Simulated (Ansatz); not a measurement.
Here is the system:

SrO (rock salt, space group No. 225), a = 5.0645 Å, b = 5.0645 Å, c = 5.0645 Å, α = 90.00°, β = 90.00°, γ = 90.00°; the cell used has 2 atoms.

This is the LDA-relaxed structure.

**Question.** All from DFT-LDA in the program Ansatz with PAW potentials, unless another level is named. Give the electron effective mass.

**Answer.** 0.38, 0.38, 1.2 mₑ (principal values).

**Question.** Predict the band gap.

**Answer.** 3.12 eV (indirect).

**Question.** Give the weight of the valence-edge state by species (Voronoi cells).

**Answer.** O 95 %, Sr 5 %.

**Question.** What about the valence-band maximum?

**Answer.** at Γ.

Space group Fm-3m (rock salt). The cell was relaxed with LDA under the symmetry of its start; phonons on a q-mesh show no instability. Scalar-relativistic: spin–orbit coupling is off unless named, which matters more the heavier the elements.

Potentials: the later of the program's two PAW sets.
